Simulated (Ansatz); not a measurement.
Cs2RbAsF6:
```xyz
10
Lattice="0.0000 4.7155 4.7155 4.7155 0.0000 4.7155 4.7155 4.7155 0.0000" Properties=species:S:1:pos:R:3 pbc="T T T"
Cs     7.0732     7.0732     7.0732
Cs     2.3577     2.3577     2.3577
Rb     4.7155     4.7155     4.7155
As     0.0000     0.0000     0.0000
F      2.0568     4.7155     4.7155
F      7.3741     4.7155     4.7155
F      4.7155     2.0568     4.7155
F      4.7155     7.3741     4.7155
F      4.7155     4.7155     2.0568
F      4.7155     4.7155     7.3741
```

Relaxed with r²SCAN. Special points in fractions of this cell's reciprocal vectors: Γ (0.000, 0.000, 0.000); X (0.500, 0.000, 0.500); U (0.625, 0.250, 0.625); K (0.375, 0.375, 0.750); L (0.500, 0.500, 0.500); W (0.500, 0.250, 0.750).

### Question
List the band energies nearest the valence-band maximum at these points for the program Ansatz at the r²SCAN level (PAW).

### Answer
In eV from the valence-band maximum; about four levels below and three above (degenerate sets whole), none deeper than 8.9 eV; points with the same levels are listed once.

| k | below | above |
|---|---|---|
| Γ | -2.94 -2.94 -2.94 -0.41 | 5.21 5.21 5.21 |
| X | -3.09 -3.09 -2.94 -0.27 | 5.36 5.74 5.74 |
| U | -3.06 -3.05 -2.96 -0.18 | 5.49 5.50 5.62 |
| L | -3.00 -2.99 -2.99 0.00 | 4.98 5.37 5.37 |
| W | -3.10 -2.99 -2.99 -0.17 | 5.50 5.58 5.58 |

Space group Fm-3m. The workflow started from a Materials Project entry (that database holds measured and hypothetical structures alike); the Crystallography Open Database copy checked does not list it. Whether it is the stable phase at ambient conditions was not checked. The r²SCAN relaxation kept the symmetry of its start; whether a distortion lowers the energy is not shown. Spin–orbit coupling is left out wherever it is not named.

Potentials: the later of the program's two PAW sets.
